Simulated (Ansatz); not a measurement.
The start is a relaxed ScF3 cell shaken by Gaussian noise of σ = 0.08 Å a coordinate. The structure is fully relaxed (lattice and positions, P = 0) with PBE (plane waves to 420 eV, PAW, scalar-relativistic; Ansatz, a quantum-chemistry and plane-wave program). The first steps use a coarse 6×6×6 k-mesh.

Initial structure:
```
ScF3
1.0
    4.25479     0.00000     0.00000
    0.00000     4.25479     0.00000
    0.00000     0.00000     4.25479
F Sc
6 2
Direct
  0.25742   0.99545   0.49929
  0.71069   0.99205   0.48688
  0.99190   0.47787   0.23959
  0.03824   0.50263   0.73796
  0.52101   0.26333   0.00971
  0.47827   0.73336   0.00692
  0.00528   0.98267   0.97806
  0.51367   0.50729   0.51109
```

How much energy is released per atom?

0.64 eV/atom.

Is the parent structure recovered?

It does not go back: it reaches P-1 (No. 2), 0.565 eV/atom below the parent.

How do the shortest distances between atoms change?

The closest pairs of elements (up to four, under 3.6 Å), start → end: F–F 1.93 → 2.41 Å; F–Sc 2.23 → 2.02 Å; Sc–Sc 3.52 → 3.34 Å.

Is the relaxed structure metallic? Give its gap.

5.83 eV, direct at T (no spin-orbit coupling).

Give the final cell and atomic positions.


```
CELL_PARAMETERS angstrom
      4.15463     0.00000     0.00000
      2.04483     4.65386     0.00000
      1.53300     0.56433     5.13743
ATOMIC_POSITIONS crystal
  F  0.27995 0.87579 0.59937
  F  0.00000 0.50000 0.50000
  F  0.00000 0.50000 0.00000
  F  0.33843 0.83740 0.07849
  F  0.66157 0.16260 0.92151
  F  0.72005 0.12421 0.40063
  Sc 0.74594 0.81292 0.74688
  Sc 0.25406 0.18708 0.25312
```

Final values are on a 9×7×7 k-mesh of the relaxed cell. No spin polarisation in the result.

The relaxed structure here is a generated cell of ScF3: the first start was made by placing the elements on the sites of a structure type, and the end was not matched to a known phase here, so it may be hypothetical.
